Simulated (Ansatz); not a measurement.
# ZrC (Fm-3m): from strained cells to moduli

```yaml
crystal:
  lattice:
    - [0.00000, 2.33466, 2.33466]
    - [2.33466, 0.00000, 2.33466]
    - [2.33466, 2.33466, 0.00000]
  atoms:
    - { symbol: Zr, position: [0.50000, 0.50000, 0.50000] }
    - { symbol: C, position: [0.00000, 0.00000, 0.00000] }
```

The conventional cell has a = 4.669 Å, b = 4.669 Å, c = 4.669 Å, α = 90.00°, β = 90.00°, γ = 90.00°. Zr (atom 1) has 6 C at 2.33 Å as nearest neighbours. C (atom 2) has 6 Zr at 2.33 Å as nearest neighbours.

Unless marked otherwise, the numbers come from PBEsol, all-electron LAPW in Ansatz 0.2.0, scalar-relativistic. k mesh 18×18×18, Fermi-Dirac smearing of 0.100 eV, basis error target 0.5 meV/atom. The cell was relaxed by PAW under this functional.

The cell is cubic and carries a residual pressure of 0.02 GPa at this level. Each strain component that symmetry leaves independent is applied at ±0.005, the ions relax wherever a strain frees them, and the stress (tension positive, GPa) is read. Shears are engineering strains, γ = 2ε.

```
strain    size      σxx      σyy      σzz      σyz     σxz     σxy
    xx  -0.005  -2.5666  -0.5572  -0.5572   0.0000  0.0000  0.0000
    xx  +0.005   2.3930   0.5029   0.5029   0.0000  0.0000  0.0000
    yz  -0.005  -0.0205  -0.0237  -0.0237  -0.7777  0.0000  0.0000
    yz  +0.005  -0.0206  -0.0237  -0.0237   0.7777  0.0000  0.0000
```

A central difference gives one constant, for example C11 ≈ (2.3930 − (-2.5666))/(0.01) = 496.0 GPa; the program then imposes the crystal's symmetry on the whole matrix.

Q: What are the independent elastic constants?

A: C11 = 496.0, C12 = 106.0, C44 = 155.5 GPa.

Q: Do they meet the Born conditions?

A: C11 − C12 = 389.9, C11 + 2C12 = 708.0 and C44 = 155.5 GPa must all be positive, so the crystal is elastically stable; that says nothing yet of its phonons.

Q: What moduli does a random aggregate of grains have?

A: B = (C11 + 2C12)/3 = 236.0 GPa. G_V = (C11 − C12 + 3C44)/5 = 171.3 and G_R = 5(C11 − C12)C44/(4C44 + 3(C11 − C12)) = 169.2, so G_H = 170.3 GPa. Then E = 9BG/(3B + G) = 411.8 GPa, ν = (3B − 2G)/(6B + 2G) = 0.209 and B/G = 1.39, on the brittle side of Pugh's 1.75 (a rule of thumb).

Q: With the density of 6.736 g/cm³, how fast does sound travel, and what Debye temperature follows?

A: 

| direction | slow (m/s) | middle (m/s) | fast (m/s) |
| --- | --- | --- | --- |
| [100] | 4806 | 4806 | 8581 |
| [110] | 4806 | 5380 | 8233 |
| [111] | 5196 | 5196 | 8113 |

The mean of v⁻³ over directions and branches gives v_m = 5550 m/s and θ_D = (ħ/k_B) v_m (6π²n)^(1/3) = 708 K, n being atoms per volume. Young's modulus spans 383 to 459 GPa over directions, and the universal anisotropy index is 0.06.

Q: How far do the constants move if PAW replaces LAPW in the same cell?

A: 

| constant | LAPW (GPa) | PAW (GPa) | difference |
| --- | --- | --- | --- |
| C11 | 496.0 | 496.1 | 0.1 |
| C12 | 106.0 | 106.0 | 0.0 |
| C44 | 155.5 | 155.5 | 0.0 |

Q: What happens at 10 GPa (cell relaxed there)?

A: The volume falls to 0.9615 of its value, and C11 = 582.0, C12 = 122.1, C44 = 161.1 GPa (slopes of the stress), in this structure whether or not another phase takes over.

Known limits: responses of metals move with mesh and smearing; the frozen-core PAW files of the compared runs were fitted under PBE, their cores solved anew for this functional.
